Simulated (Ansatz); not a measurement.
Ti2AlN:
```xyz
8
Lattice="2.9656 0.0000 0.0000 -1.4828 2.5682 0.0000 0.0000 0.0000 13.5214" Properties=species:S:1:pos:R:3 pbc="T T T"
Ti     0.0000     1.7122     1.1483
Ti     1.4828     0.8561    12.3731
Ti     1.4828     0.8561     7.9090
Ti     0.0000     1.7122     5.6124
Al     0.0000     1.7122    10.1411
Al     1.4828     0.8561     3.3804
N      0.0000     0.0000     0.0000
N      0.0000     0.0000     6.7607
```

Relaxed with PBEsol. Special points in fractions of this cell's reciprocal vectors: Γ (0.000, 0.000, 0.000); M (0.500, 0.000, 0.000); K (0.333, 0.333, 0.000); A (0.000, 0.000, 0.500); L (0.500, 0.000, 0.500); H (0.333, 0.333, 0.500).

Task: List the band energies nearest the Fermi level at these points for plane-wave PAW PBEsol (Ansatz code).

Result: In eV from the Fermi level; about four levels below and three above (degenerate sets whole), none deeper than 8.9 eV; points with the same levels are listed once.

| k | below | above |
|---|---|---|
| Γ | -4.48 -4.48 -4.47 -4.47 -3.21 -2.12 -0.53 | 0.01 0.43 0.43 |
| M | -2.06 -1.99 -1.19 -1.16 | 1.23 1.56 1.69 |
| K | -1.58 -1.58 -1.24 -1.24 -0.71 | 0.23 1.32 1.32 |
| A | -2.70 -2.70 -0.20 -0.20 | 0.44 0.44 0.44 0.44 |
| L | -2.01 -2.01 -1.17 -1.17 | 1.40 1.40 1.78 1.78 |
| H | -1.16 -1.16 -0.26 -0.26 | 1.12 1.12 2.03 2.03 |

Space group P6_3/mmc. The first step of the workflow began from a Materials Project structure, measured or hypothetical; the Crystallography Open Database copy checked does not list it. Whether it is the stable phase at ambient conditions was not checked. The cell was relaxed with PBEsol under the symmetry of its start; of distortions, only those at the zone centre were tested. The run is not spin-polarised.

Potentials: the earlier of the program's two PAW sets.
